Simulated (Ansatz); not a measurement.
Zn₂SeS:
```
CELL_PARAMETERS angstrom
      3.88561     0.00000     0.00000
      0.00000     3.88561     0.00000
      0.00000     0.00000     5.49308
ATOMIC_POSITIONS crystal
  Zn 0.50000 0.00000 0.76332
  Zn 0.00000 0.50000 0.23668
  Se 0.00000 0.00000 0.50000
  S  0.50000 0.50000 0.00000
```

Relaxed with PBEsol. Special points in fractions of this cell's reciprocal vectors: Γ (0.000, 0.000, 0.000); X (0.000, 0.500, 0.000); M (0.500, 0.500, 0.000); Z (0.000, 0.000, 0.500); R (0.000, 0.500, 0.500); A (0.500, 0.500, 0.500).

### Question
List the band energies nearest the valence-band maximum at these points for PBEsol with spin–orbit coupling (plane waves, PAW; program Ansatz).

### Answer
In eV from the valence-band maximum; about four levels below and three above (degenerate sets whole), none deeper than 8.9 eV; points with the same levels are listed once.

```json
[
 {"k": "Γ", "below": "-0.05 -0.05 0.00 0.00", "above": "1.47 1.47 2.88 2.88"},
 {"k": "X", "below": "-1.45 -1.45 -0.72 -0.72", "above": "4.06 4.06 4.55 4.55"},
 {"k": "M", "below": "-2.39 -2.39 -2.20 -2.20", "above": "2.60 2.60 3.08 3.08"},
 {"k": "Z", "below": "-1.19 -1.19 -1.00 -1.00", "above": "3.77 3.77 3.79 3.79"},
 {"k": "R", "below": "-1.00 -1.00 -0.64 -0.64", "above": "2.58 2.58 2.83 2.83"},
 {"k": "A", "below": "-2.97 -2.97 -2.88 -2.88", "above": "5.27 5.27 5.35 5.35"}
]
```

Space group P-4m2. The workflow started from a Materials Project entry (that database holds measured and hypothetical structures alike); the Crystallography Open Database copy checked does not list it. Whether it is the stable phase at ambient conditions was not checked. Symmetry was held in the PBEsol relaxation; of distortions, only those at the zone centre were tested.

Potentials: the later of the program's two PAW sets.
